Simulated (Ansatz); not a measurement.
LaHg2:
```
LaHg2
1.0
    5.01428     0.00000     0.00000
   -2.50714     4.34250     0.00000
    0.00000     0.00000     3.65726
La Hg
1 2
Cartesian
  0.00000   0.00000   0.00000
  0.00000   2.89500   1.82863
  2.50714   1.44750   1.82863
```

Relaxed with r²SCAN. Special points in fractions of this cell's reciprocal vectors: Γ (0.000, 0.000, 0.000); M (0.500, 0.000, 0.000); K (0.333, 0.333, 0.000); A (0.000, 0.000, 0.500); L (0.500, 0.000, 0.500); H (0.333, 0.333, 0.500).

Task: List the band energies nearest the Fermi level at these points for r²SCAN with spin–orbit coupling (plane waves, PAW; program Ansatz).

Result: In eV from the Fermi level; about four levels below and three above (degenerate sets whole), none deeper than 8.9 eV; points with the same levels are listed once.

```tsv
k	below	above
Γ	-0.45 -0.45 -0.13 -0.13	1.57 1.57 1.63 1.63
M	-0.36 -0.36 -0.24 -0.24	1.60 1.60 1.66 1.66
K	-4.86 -4.86 -2.58 -2.58	0.59 0.59 1.53 1.53
A	-5.18 -5.18 -2.85 -2.85	0.72 0.72 0.79 0.79
L	-0.73 -0.73 -0.22 -0.22	1.62 1.62 1.72 1.72
H	-0.63 -0.63 -0.53 -0.53	0.29 0.29 1.61 1.61
```

Space group P6/mmm. The workflow started from an entry of the Crystallography Open Database (COD), which files this formula under 2 space groups. Whether it is the stable phase at ambient conditions was not checked. The r²SCAN relaxation kept the symmetry of its start; its stability against distortions is not shown here.

Potentials: the later of the program's two PAW sets.
